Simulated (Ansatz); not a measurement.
**Lattice vibrations of ZnC₂ at Γ**

The calculation used DFT PBE, scalar-relativistic, plane waves, PAW in Ansatz. Plane waves to 420 eV; Γ-centred k mesh 8×8×8; fixed occupations. No spin polarisation. Phonons by linear response, acoustic sum rule imposed.

The cell, relaxed at this level:
```yaml
crystal:
  lattice:
    - [-2.15028, 2.15028, 2.51315]
    - [2.15028, -2.15028, 2.51315]
    - [2.15028, 2.15028, -2.51315]
  atoms:
    - { symbol: Zn, position: [0.00000, 0.00000, 0.00000] }
    - { symbol: C, position: [0.62331, 0.62331, 0.00000] }
    - { symbol: C, position: [0.37669, 0.37669, 0.00000] }
```

The cell was built by swapping an element in a database structure (itself possibly hypothetical) and relaxing; it need not be the stable form of this composition. The crystal is built of chains and no dispersion correction was added, so the binding between them is poorly described, and with it their spacing and whatever depends on it.

Problem. Is this structure stable against zone-centre distortions?

Solution. No: 2 of the 6 optical modes are imaginary.

Problem. List the optical modes at Γ without the LO field (i marks imaginary ones).

Solution.
| frequency (cm⁻¹) | degeneracy | IR intensity of the level ((D/Å)²/amu) | Raman activity of the level (Å⁴/amu) |
| --- | --- | --- | --- |
| 20i | 2 | 11.13 | 0.0 |
| 344 | 2 | 0.00 | 189.8 |
| 660 | 1 | 5.06 | 0.0 |
| 2038 | 1 | 0.00 | 3662.7 |